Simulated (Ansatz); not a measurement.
MoPt:
```
CELL_PARAMETERS angstrom
      2.73031     0.00000     0.00000
      0.00000     2.73031     0.00000
      0.00000     0.00000     4.13408
ATOMIC_POSITIONS crystal
  Pt 0.00000 0.00000 0.00000
  Mo 0.50000 0.50000 0.50000
```

Relaxed with PBE. Special points in fractions of this cell's reciprocal vectors: Γ (0.000, 0.000, 0.000); X (0.000, 0.500, 0.000); M (0.500, 0.500, 0.000); Z (0.000, 0.000, 0.500); R (0.000, 0.500, 0.500); A (0.500, 0.500, 0.500).

List the band energies nearest the Fermi level at these points for PBE with spin–orbit coupling in the plane-wave PAW code Ansatz.

In eV from the Fermi level; about four levels below and three above (degenerate sets whole), none deeper than 8.9 eV; points with the same levels are listed once.

```csv
k,below,above
Γ,-1.28 -1.28 -0.94 -0.94,1.31 1.31 2.34 2.34
X,-2.65 -2.65 -2.11 -2.11,0.06 0.06 1.42 1.42
M,-6.40 -6.40 -6.24 -6.24,0.02 0.02 0.05 0.05
Z,-1.38 -1.38 -1.13 -1.13,0.69 0.69 0.85 0.85
R,-2.34 -2.34 -0.67 -0.67,0.36 0.36 0.44 0.44
A,-2.87 -2.87 -2.78 -2.78,0.15 0.15 0.64 0.64
```

Space group P4/mmm (L1₀ or tetragonal B2). The start of the workflow was typed in or built on a structure type; neither database checked (COD, Materials Project) lists it. Its standing as an ambient phase is unchecked. Symmetry was held in the PBE relaxation; whether a distortion lowers the energy is not shown. The run is not spin-polarised.

Potentials: the earlier of the program's two PAW sets.
